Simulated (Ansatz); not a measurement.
Ansatz input

```yaml
crystal:
  lattice:
    - [0.0, 2.9689105092, 2.9689105092]
    - [2.9689105092, 0.0, 2.9689105092]
    - [2.9689105092, 2.9689105092, 0.0]
  atoms:
    - { symbol: Li, position: [0.125, 0.125, 0.125] }
    - { symbol: Li, position: [0.875, 0.875, 0.875] }
hamiltonian:
  xc: r2scan
  pseudopotentials:
    kind: paw
    azcp:
      Li: "pseudopotentials/Li.paw.azcp"
basis:
  ecutwfc: 500
  fft_grid_basis: typed
kpoints:
  mp_grid: { grid: [15, 15, 15], shift: [0, 0, 0] }
magnetization:
  spin_polarized: false
scf:
  occupations: { method: fermi_dirac, width: 0.1 }
output:
  write_density: true
  write_potential: true
  elf: true
  volumetric_format: npy
```

Output

```
Engine: ansatz 0.2.0, x86_64-unknown-linux-gnu
Pseudopotentials: kind: paw
Pseudopotential: Li, paw, valence charge 3, recommended cutoff 500 eV (meta_gga) 
Functional definition: r2SCAN
  parameter k0 = 0.174
  parameter k1 = 0.065
  parameter a1 = 4.9479
  exchange = r2scan_x(k0 = k0, k1 = k1, a1 = a1)
  correlation = r2scan_c
Crystal: 2 atoms, lattice volume = 52.339 Å³
Basis set: ecut = 500 eV, 1363 PW (Γ), exchange–correlation on 128×128×128 points (64 copies of the dense FFT grid, shifted against one another)
Bands: 7, of which v1, the nominal top of the filled ones, is band 3 counted from 1 (2 counted from 0)
Symmetry: 48 space group operations
Space group: Fd-3m (ITA 227), of the structure as read, at distance tolerance 3.7e-5 Å
k-points: 120 of 3375
Non-local potential: Li, projectors of the file, l = 0: 3, l = 1: 2, l = 2: 1
PAW form: soft (Blöchl's): semilocal exchange-correlation on the pseudo side does not see the compensation charge
PAW one-centre angular grid: Li, 302 points (default); XC on 327 of its mesh's 2665 points in the sphere
Initial density: superposition of atomic densities (neutral atoms: chi_scale 0, normalization atom), corrected by the library's trained network
Initial wavefunctions: pseudopotential atomic-orbital guess
Functional: x = r2scan, c = r2scan; τ floored in thin density (d = 2e-4 eV/Å³)
SCF iter   1: F=—  HF=-409.232340 eV  |F-HF|=—  |Δ(HF+E_count)|=         —  Δρ=2.77e-3  dr2=7.56e-3  dr2_τ=4.61e-4  ethr=1.77e-3  ⟨swp⟩=4.6  Hψ=5951  notcnv=0
SCF iter   2: F=—  HF=-409.230653 eV  |F-HF|=—  |Δ(HF+E_count)|=   1.69e-3  Δρ=1.94e-3  dr2=4.32e-3  dr2_τ=3.95e-5  ethr=1.26e-4  ⟨swp⟩=3.0  Hψ=2633  notcnv=0
SCF iter   3: F=—  HF=-409.231178 eV  |F-HF|=—  |Δ(HF+E_count)|=   5.25e-4  Δρ=3.97e-4  dr2=1.98e-4  dr2_τ=2.42e-6  ethr=7.20e-5  ⟨swp⟩=1.0  Hψ=840  notcnv=0
SCF iter   4: F=—  HF=-409.231069 eV  |F-HF|=—  |Δ(HF+E_count)|=   1.09e-4  Δρ=6.36e-5  dr2=3.76e-6  dr2_τ=3.80e-8  ethr=3.31e-6  ⟨swp⟩=2.0  Hψ=964  notcnv=0
SCF iter   5: F=—  HF=-409.231070 eV  |F-HF|=—  |Δ(HF+E_count)|=   1.18e-6  Δρ=9.58e-6  dr2=6.36e-8  dr2_τ=1.14e-9  ethr=6.27e-8  ⟨swp⟩=2.0  Hψ=970  notcnv=0
SCF iter   6: F=-409.231070 eV  HF=-409.231070 eV  |F-HF|=5.37e-10  |Δ(HF+E_count)|=   1.23e-7  Δρ=1.56e-6  dr2=2.75e-9  dr2_τ=6.17e-12  ethr=1.06e-9  ⟨swp⟩=1.0  Hψ=2179  notcnv=0
SCF 1 converged in 6 iterations: F = -409.231070 eV  dr2 = 2.75e-9
SCF converged after 6 iterations
Free energy (F): -409.231070 eV
Harris-Foulkes:  -409.231070 eV  (|F-HF|=5.37e-10)
Internal energy: -409.206471 eV  (E = F + TS)
E sigma→0 (E₀):  -409.218770 eV
Entropy (-TS):   -0.024598 eV (-12.299 meV/atom)
Fermi energy:    0.510798 eV
--- Per-component energies (eV) ---
  E_band       = -197.679790
  E_kinetic    = 41.379147
  E_local      = -292.466927  (includes V_loc(G=0)·N_el)
  E_nonlocal   = -66.688324
  E_hartree    = 88.262882
  E_xc         = -18.501375
  E_vxc        = -26.428727  (∫ρ·V_xc dr)
  E_paw        = -43.621296  (= ΣΔE_a)
  E_vpaw       = -31.658774  (= ΣTr[D̂ρ^β])
  E_aug_tail   = -0.000204  (compensation charges beyond the density's cutoff)
  E_vtau       = 1.657881  (kinetic-family band-sum trace: ∫τ·v_τ [+ j·A + Jᵃ·Aᵃ] dr)
  E_ewald      = -117.570374
  E_smearing   = -0.024598  (= −TS)
  E_closure    = 0.000000  (closes the sum)
  Σ components = -409.231070   (vs F -409.231070, Δ=0.00e0)
--- Band table (eV; the first three rows and the last of 120) ---
  k-point 0: bands = ["-48.9422", "-48.8708", "-3.1708", "6.7057", "6.7057", "6.7057", "7.7631"]
  k-point 1: bands = ["-48.9416", "-48.8714", "-3.1213", "6.0299", "6.5022", "6.5022", "8.0173"]
  k-point 2: bands = ["-48.9399", "-48.8731", "-2.9732", "4.9749", "6.1519", "6.1519", "8.4672"]
  k-point 119: bands = ["-48.9087", "-48.9037", "0.8834", "1.2990", "1.6391", "2.1606", "8.4873"]
```

Command:

```sh
ansatz run input.yaml --threads 1 --pin off --max-ram 3584MiB --backend cpu --events-out ev --progress --plain --runs-dir out
```

On 1 thread of Intel(R) Xeon(R) Platinum 8259CL CPU @ 2.50GHz (Skylake/Cascade Lake) (shared host) this took about 11 s of wall time and 11 s of CPU time.
